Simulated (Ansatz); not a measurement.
**Does relaxation matter for the field gradients of CdSe?**

Start: a structure deposited in the COD (the entry's cell lengths or inner coordinates differ somewhat from later room-temperature determinations).

```cif
data_structure
_symmetry_space_group_name_H-M 'P 1'
_symmetry_Int_Tables_number 1
_cell_length_a 4.3000
_cell_length_b 4.3000
_cell_length_c 7.0200
_cell_angle_alpha 90.000
_cell_angle_beta 90.000
_cell_angle_gamma 120.000
_cell_volume 112.41
loop_
_atom_site_label
_atom_site_type_symbol
_atom_site_fract_x
_atom_site_fract_y
_atom_site_fract_z
_atom_site_occupancy
Cd1 Cd 0.33333 0.66667 0.00000 1
Cd2 Cd 0.66667 0.33333 0.50000 1
Se3 Se 0.33333 0.66667 0.38500 1
Se4 Se 0.66667 0.33333 0.88500 1
```

Sites (sets of like atoms) are named by element and the number of their first atom in this list.

All values are calculated (Ansatz; DFT, r2SCAN, plane waves and PAW, scalar-relativistic, 500 eV cutoff, Γ-centred 9×9×5 k-points, Fermi–Dirac smearing 0.01 eV), not measured.

The largest force at the start is 0.28 eV/Å. Relaxing the ions at fixed cell moves them by 0.034 Å at most (atom 1, Cd) and 0.034 Å rms.

```csv
site,atom,moved (Å),first shell before,first shell after,V_zz before (10²¹ V/m²),η before
Cd,1,0.034,4 Se at 2.61–2.70 Å,4 Se at 2.63–2.64 Å,3.29,0.00
Se,3,0.034,4 Cd at 2.61–2.70 Å,4 Cd at 2.63–2.64 Å,-1.52,0.00
```

Problem. What are V_zz and η after the relaxation?

Solution. 

```
site  atom  V_zz after  η after  change of V_zz
  Cd     1        0.14     0.00           -3.15
  Se     3        0.28     0.00           +1.80
```

The largest change of V_zz is on Cd, from 3.29 to 0.14. In per cent, |V_zz| changes by -96 on Cd (all sites that start above 0.5, bar those whose gradient vanishes or changes sign or whose main axis turns by over 40°). V_zz changes sign on Se (same axis).

Without spin–orbit coupling (the program notes it for Cd) the gradients can shift somewhat, as the gap is small.
